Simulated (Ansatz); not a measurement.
Space group I4/mmm (No. 139). a = 3.845 Å, b = 3.845 Å, c = 8.622 Å, α = 90.00°, β = 90.00°, γ = 90.00°
```
atom  site  symmetry       x       y       z
  Ti    2a     4/mmm  0.0000  0.0000  0.0000
  Al    2b     4/mmm  0.5000  0.5000  0.0000
  Al    4d      -4m2  0.0000  0.5000  0.2500
```

Equation of state of this TiAl3 structure (not necessarily the ground state), with shape and atoms relaxed at each volume where symmetry leaves them free. It has no gap at any of these volumes. These are results of DFT PBE, scalar-relativistic, plane waves, PAW (Ansatz 0.2.0), not measurements.

Settings: cutoff 420 eV, Γ-centred mesh 18×18×18 on the computed 4-atom cell, Gaussian smearing of 0.10 eV; no spin polarisation.

```tsv
V (Å³/atom)	E − E(largest V) (meV/atom)	P (GPa)
14.025	48.69	17.47
14.504	4.88	12.05
14.982	-23.94	7.40
15.460	-39.89	3.41
15.938	-44.81	-0.01
16.416	-40.24	-2.95
16.894	-27.57	-5.47
17.532	0.00	-8.27
```

Problem. Fit a third-order Birch–Murnaghan equation, E = E0 + (9V0B0/16)·[(x − 1)³B0' + (x − 1)²(6 − 4x)] with x = (V0/V)^(2/3), to E(V).

Solution. V0 = 15.94 Å³/atom, B0 = 106 GPa, B0' = 4.1.

It was relaxed from a Materials Project cell.
